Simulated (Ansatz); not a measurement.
Put Zn₃F in P4/mmm (No. 123): Zn on 1b and 2e; F on 1c.

Computed with Ansatz 0.2.0, DFT PBE, scalar-relativistic, plane waves, PAW. Cutoff 420 eV, Γ-centred mesh, Gaussian smearing, no spin polarisation.

Energies over the elements count from the elements' standard structures at the same level (F₂ as a molecule), with no fitted energy shifts.

**Question.** Predict the relaxed structure.

**Answer.**

Space group P4/mmm (No. 123). a = 4.890 Å, b = 4.890 Å, c = 2.638 Å, α = 90.00°, β = 90.00°, γ = 90.00°
```csv
atom,site,symmetry,x,y,z
Zn,1b,4/mmm,0.0000,0.0000,0.5000
Zn,2e,mmm.,0.0000,0.5000,0.5000
F,1c,4/mmm,0.5000,0.5000,0.0000
```

Around Zn on a site of symmetry 4/mmm lie 4 Zn at 2.44 Å and 2 Zn at 2.64 Å; Zn on a site of symmetry mmm is surrounded by 2 Zn at 2.44 Å, 2 Zn at 2.64 Å and 4 F at 2.78 Å; around F lie 2 F at 2.64 Å and 8 Zn at 2.78 Å (long contacts). Another local minimum with the same sites may exist.

**Question.** Where does its energy lie, and is it a metal?

**Answer.** The energy over the elements is −0.36 eV/atom and the gap on the 10×10×18 mesh of the 4-atom cell is 0 eV (a metal).

The last run used Gaussian smearing of 0.10 eV. An odd number of electrons in the primitive cell allows no gap without spin; a larger cell or a magnetic state could open one. A structure relaxed within its symmetry needn't be a true minimum. Another cell of Zn3F relaxed alike, in Cmmm, lies 228 meV/atom lower, so this cell isn't the stable form at this level.
